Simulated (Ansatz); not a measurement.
# Phonons of Ca (Fm-3m)

```yaml
crystal:
  lattice:
    - [0.00000, 2.72739, 2.72739]
    - [2.72739, 0.00000, 2.72739]
    - [2.72739, 2.72739, 0.00000]
  atoms:
    - { symbol: Ca, position: [0.00000, 0.00000, 0.00000] }
```

Unless marked otherwise, the numbers come from PBEsol, all-electron LAPW in Ansatz 0.2.0, scalar-relativistic. k mesh 16×16×16, Fermi-Dirac smearing of 0.050 eV, basis error target 1 meV/atom. The cell was relaxed by PAW under this functional, which moved its volume by -7 % from the database entry's.

Atoms are displaced by 0.01 Å in the smallest supercells that hold the wave vectors of a 4×4×4 mesh. Negative values stand for unstable modes.

Q: What are the phonon energies at the solved wave vectors, in meV?

A: 

```csv
q,point,modes (meV)
0.250 0.000 0.000,–,"6.58 (×2), 14.56"
0.500 0.000 0.000,L,"9.71 (×2), 19.58"
0.250 0.250 0.000,–,"11.42 (×2), 14.09"
0.500 0.250 0.000,–,"13.29, 14.84, 19.43"
-0.250 0.250 0.000,–,"9.21, 15.62, 17.06"
0.500 0.500 0.000,X,"16.24 (×2), 21.18"
-0.250 0.500 0.250,W,"13.67, 18.92 (×2)"
```

Q: Is the structure dynamically stable at these wave vectors?

A: Yes, no mode is unstable there; wave vectors off this mesh aren't tested.

Q: How well do frozen-core PAW files reproduce these all-electron values?

A: With a cutoff of 420 eV and displacements of 0.0025 Å, the r.m.s. difference over the modes is 0.0 cm⁻¹; the largest difference is 113.8 (PAW) against 113.6 cm⁻¹ (LAPW).

Q: The cell is scaled evenly to 39.359 and 41.794 Å³ (from 40.576), with free atoms relaxed and the shape held. What are the mode Grüneisen parameters γ = −d ln ω/d ln V?

A: For the highest mode, 179.2 cm⁻¹ in the small cell and 162.7 in the large one give γ ≈ 1.61. From the change of the dynamical matrix on each mode:

| point | cm⁻¹ | γ |
| --- | --- | --- |
| 0.25/0/0 | 53.1 | 0.59 |
| 0.25/0/0 | 117.5 | 1.34 |
| L | 78.3 | 0.61 |
| L | 157.9 | 1.59 |
| 0.25/0.25/0 | 92.1 | 0.87 |
| 0.25/0.25/0 | 113.6 | 1.37 |
| 0.5/0.25/0 | 107.2 | 0.82 |
| 0.5/0.25/0 | 119.7 | 1.19 |
| 0.5/0.25/0 | 156.7 | 1.50 |
| -0.25/0.25/0 | 74.2 | 0.55 |
| -0.25/0.25/0 | 126.0 | 1.25 |
| -0.25/0.25/0 | 137.6 | 1.39 |
| X | 131.0 | 0.92 |
| X | 170.8 | 1.60 |
| W | 110.3 | 1.04 |
| W | 152.6 | 1.37 |

Weighted by the modes' heat capacities at 300 K, the mean on this mesh is 1.08; it moves with the q mesh, and a coarse one overweights the zone boundary.

Dispersion interpolated along Gamma–X–U–K–Gamma–L–W–X (exact only at the mesh points), cm⁻¹:

```csv
distance (Å⁻¹),ω1,ω2,ω3
0.000,0,0,0
0.384,65,65,77
0.768,114,114,144
1.152,131,131,171
1.288,129,132,170
1.423,124,134,167
1.559,115,138,161
1.794,107,142,155
2.029,107,142,155
2.264,115,138,161
2.672,74,126,138
3.079,31,69,94
3.486,0,0,0
3.819,37,37,85
4.151,66,66,140
4.484,78,78,158
4.755,87,102,157
5.027,103,138,154
5.298,110,153,153
5.490,116,142,162
5.682,126,134,169
5.874,131,131,171
```

Caveats: responses of metals move with mesh and smearing; the frozen-core PAW files of the compared runs were fitted under PBE, their cores solved anew for this functional.
